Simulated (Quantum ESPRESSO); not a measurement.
## Band energies of TiC

```
TiC
1.0
    0.00000     2.16572     2.16572
    2.16572     0.00000     2.16572
    2.16572     2.16572     0.00000
C Ti
1 1
Cartesian
  2.16572   2.16572   2.16572
  0.00000   0.00000   0.00000
```

LDA (pw.x of Quantum ESPRESSO, ONCV potentials, scalar-relativistic); path ΓXWKΓLUWLK,UX; energies in eV from the Fermi level.

| k (1/Å) | point | band 4 | band 5 | band 6 | band 7 | band 8 | band 9 | band 10 | band 11 |
|---|---|---|---|---|---|---|---|---|---|
| 0.00 | Γ | -32.31 | -12.23 | 0.65 | 0.65 | 0.65 | 1.69 | 1.69 | 1.69 |
| 0.45 |  | -32.35 | -11.56 | -1.89 | -0.17 | -0.17 | 0.05 | 1.95 | 3.03 |
| 1.00 |  | -32.45 | -10.12 | -3.85 | -1.25 | -0.31 | -0.31 | 2.52 | 3.85 |
| 1.45 | X | -32.48 | -9.93 | -3.38 | -1.66 | -0.01 | -0.01 | 2.76 | 3.50 |
| 1.57 |  | -32.48 | -9.90 | -3.37 | -1.81 | -0.29 | 0.19 | 3.00 | 3.50 |
| 2.18 | W | -32.49 | -9.32 | -3.12 | -3.12 | -2.69 | 2.78 | 2.78 | 3.51 |
| 2.69 | K | -32.44 | -9.40 | -3.46 | -3.31 | -1.70 | 1.44 | 3.12 | 3.81 |
| 2.79 |  | -32.42 | -9.24 | -3.92 | -3.25 | -2.02 | 1.91 | 2.95 | 3.90 |
| 3.30 |  | -32.35 | -9.82 | -4.05 | -2.48 | -2.46 | 1.89 | 3.07 | 3.86 |
| 3.71 |  | -32.32 | -11.33 | -1.84 | -1.35 | -1.09 | 1.08 | 1.95 | 3.01 |
| 4.23 | Γ | -32.31 | -12.23 | 0.65 | 0.65 | 0.65 | 1.69 | 1.69 | 1.69 |
| 4.71 |  | -32.33 | -11.42 | -1.74 | -1.09 | -1.09 | 1.39 | 1.39 | 2.56 |
| 5.19 |  | -32.35 | -9.47 | -4.86 | -2.63 | -2.63 | 2.58 | 2.58 | 3.62 |
| 5.48 | L | -32.36 | -8.68 | -5.83 | -2.89 | -2.89 | 2.90 | 2.90 | 4.09 |
| 5.68 |  | -32.37 | -8.74 | -5.67 | -2.91 | -2.82 | 2.80 | 2.89 | 4.01 |
| 6.17 |  | -32.42 | -9.20 | -4.18 | -3.14 | -2.09 | 1.96 | 2.97 | 3.83 |
| 6.37 | U | -32.44 | -9.40 | -3.46 | -3.31 | -1.70 | 1.44 | 3.12 | 3.81 |
| 6.58 |  | -32.46 | -9.37 | -3.37 | -3.28 | -2.01 | 1.82 | 3.10 | 3.72 |
| 6.88 | W | -32.49 | -9.32 | -3.12 | -3.12 | -2.69 | 2.78 | 2.78 | 3.51 |
| 7.07 |  | -32.47 | -9.27 | -3.60 | -3.09 | -2.45 | 2.67 | 2.71 | 3.61 |
| 7.54 |  | -32.38 | -8.88 | -5.28 | -2.94 | -2.65 | 2.66 | 2.83 | 3.87 |
| 7.91 | L | -32.36 | -8.68 | -5.83 | -2.89 | -2.89 | 2.90 | 2.90 | 4.09 |
| 8.00 |  | -32.36 | -8.69 | -5.80 | -2.90 | -2.88 | 2.88 | 2.90 | 4.07 |
| 8.44 |  | -32.40 | -9.04 | -4.77 | -3.03 | -2.38 | 2.33 | 2.91 | 3.81 |
| 8.80 | K | -32.44 | -9.40 | -3.46 | -3.31 | -1.70 | 1.44 | 3.12 | 3.81 |
| 8.80 | U | -32.44 | -9.40 | -3.46 | -3.31 | -1.70 | 1.44 | 3.12 | 3.81 |
| 9.31 | X | -32.48 | -9.93 | -3.38 | -1.66 | -0.01 | -0.01 | 2.76 | 3.50 |

A metal at this level: along this path bands 6, 7, 8, 9 cross the Fermi level.

Geometry of the Materials Project entry, not relaxed at this level.
